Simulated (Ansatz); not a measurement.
Sb, DFT, PBEsol, all-electron PAW with datasets made for the crystal, scalar-relativistic (Ansatz 0.2.0), run on 1 thread of Arm Neoverse V1 on a shared host.

The structure is an experimental refinement, used without relaxation. The listed cell was then made from it by scaling, straining or moving an atom.

Command: `ansatz run input.yaml --threads 1 --pin off --max-ram 3072MiB --backend cpu --events-out ev --progress --plain --runs-dir out`

```yaml
crystal:
  lattice:
    - [2.0758155868, 1.1532306756, 3.6931162498]
    - [-2.2253850772, 1.2177486856, 3.7576342598]
    - [-0.0189105096, -2.5394593611, 3.7812494904]
  atoms:
    - { symbol: Sb, position: [0.23364, 0.23364, 0.23364] }
    - { symbol: Sb, position: [0.76636, 0.76636, 0.76636] }
kpoints:
  mp_grid: { grid: [9, 9, 9] }
scf:
  occupations: { method: fermi_dirac, width: 0.05 }
hamiltonian:
  xc: pbesol
  pseudopotentials: { kind: all_electron, datasets: crystal }
output:
  forces: true
  stress: true
  eigenvalues: true
  efg: { contact_densities: true }
```

Task: How large is the problem that the program sets up?

Result: 365 irreducible k-points, 223 plane waves at Γ, 9 bands.

Task: About how long does it take, and how much memory does it use?

Result: 22 s of wall time for 8 SCF iterations, with a peak of 0.49 GiB. Times on shared machines scatter by tens of per cent.

Task: And the same cell and mesh by PAW with the default files, asked for forces, stress, eigenvalues, efg, on the same hardware?

Result: 24 s, peak memory 0.58 GiB.
